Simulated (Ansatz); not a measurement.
Relaxing a structure of NbSi

The relaxed structure here is a generated cell of NbSi: the first start was made by placing the elements on the sites of a structure type, and the end was not matched to a known phase here, so it may be hypothetical.

The start is a generated cell, NbSi placed in the CoSn structure type. A full variable-cell relaxation at zero pressure is run with r2SCAN (plane waves to 500 eV, PAW, scalar-relativistic; Ansatz, a quantum-chemistry and plane-wave program). First-step values are on the input's coarse k-mesh.

Ansatz input (later rounds restart from its end on a renewed k-mesh):
Ansatz 0.2 input:
```yaml
crystal:
  lattice:
    - [5.6996206, 0, 0]
    - [-2.8498103, 4.9360163, 0]
    - [0, 0, 4.599105]
  atoms:
    - { symbol: Nb, position: [0.5, 0, 0] }
    - { symbol: Nb, position: [0.5, 0.5, 0] }
    - { symbol: Nb, position: [0, 0.5, 0] }
    - { symbol: Si, position: [0, 0, 0] }
    - { symbol: Si, position: [0.33333333, 0.66666667, 0.5] }
    - { symbol: Si, position: [0.66666667, 0.33333333, 0.5] }
basis: { ecutwfc: 500, ecutrho_ratio: 4, xc_grid: 4, fft_grid_basis: typed }
kpoints: { mp_grid: { grid: [5, 5, 5] } }
hamiltonian:
  xc: r2scan
  dispersion: none
  pseudopotentials: { kind: paw }
scf: { occupations: { method: fermi_dirac, width: 0.05 } }
relax: { f_tol: 0.01, max_steps: 100, cell: { stress_tol: 0.02 } }
output: { forces: true, stress: true }
```

* **Initial pressure**: -13 GPa (negative: the cell is under tension)
* **Outcome**: The space group stays P6/mmm (No. 191) (the run could not lower it); the end is AFLOW prototype AB_hP6_191_f_ad (B35, as in CoSn), with 6 atoms in the primitive cell
* **Energy released**: 0.11 eV/atom
* **Volume change**: -10.9 %, from 21.56 to 19.21 Å³/atom
* **Shortest distances (start → end)**: The closest pairs of elements (up to four, under 3.6 Å), start → end: Nb–Si 2.83 → 2.68 Å; Nb–Nb 2.85 → 2.79 Å; Si–Si 3.29 → 3.22 Å
* **Optimiser moves**: 9

Final values are on a 10×10×11 k-mesh of the relaxed cell. No spin polarisation in the result. The relaxed primitive cell holds an odd number of electrons. A magnetic state may lie lower.

The run could not lose the symmetry of its start: the end is stationary, and may be a saddle point rather than a minimum.

All atoms sit on sites fixed by symmetry, so only the cell could relax.
